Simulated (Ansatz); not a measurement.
Input:

TiSi:
```cif
data_SiTi
_chemical_formula_sum 'Ti1 Si1'
_space_group_name_H-M_alt 'Pm-3m'
_space_group_IT_number 221
_space_group_name_Hall '-P 4 2 3'
_cell_length_a 3.07856
_cell_length_b 3.07856
_cell_length_c 3.07856
_cell_angle_alpha 90.000
_cell_angle_beta 90.000
_cell_angle_gamma 90.000
loop_
_atom_site_label
_atom_site_type_symbol
_atom_site_symmetry_multiplicity
_atom_site_Wyckoff_symbol
_atom_site_fract_x
_atom_site_fract_y
_atom_site_fract_z
_atom_site_occupancy
Ti1 Ti 1 a 0.00000 0.00000 0.00000 1
Si1 Si 1 b 0.50000 0.50000 0.50000 1
```

This is the PBEsol-relaxed structure.

Task: All from PBEsol in the plane-wave PAW code Ansatz, unless another level is named. Predict the bulk modulus (Birch–Murnaghan fit).

Result: 137 GPa.

Task: And the highest zone-centre frequency?

Result: 283 cm⁻¹.

Task: Predict the elastic constants (relaxed ions, GPa).

Result: C11 = -54.7, C12 = 231, C44 = -107.

The cell is a constructed one: a structure type filled with these elements; neither database checked (COD, Materials Project) lists it. COD files the formula under space group No. 25, so this cell is another polymorph or a model. Whether it is the stable phase at ambient conditions was not checked. The cell was relaxed with PBEsol under the symmetry of its start. At this level the phase is mechanically unstable. The run is not spin-polarised. As this level gives no gap, shear constants depend on the k-mesh and smearing (Fermi–Dirac, 0.1 eV here). As this level gives no gap, phonon frequencies hold no LO–TO term and depend on the k-mesh and smearing (Fermi–Dirac, 0.1 eV here). On the denser mesh and wider smearing of the elastic run this cell carries a stress of 0.3 GPa.

Potentials: the later of the program's two PAW sets.
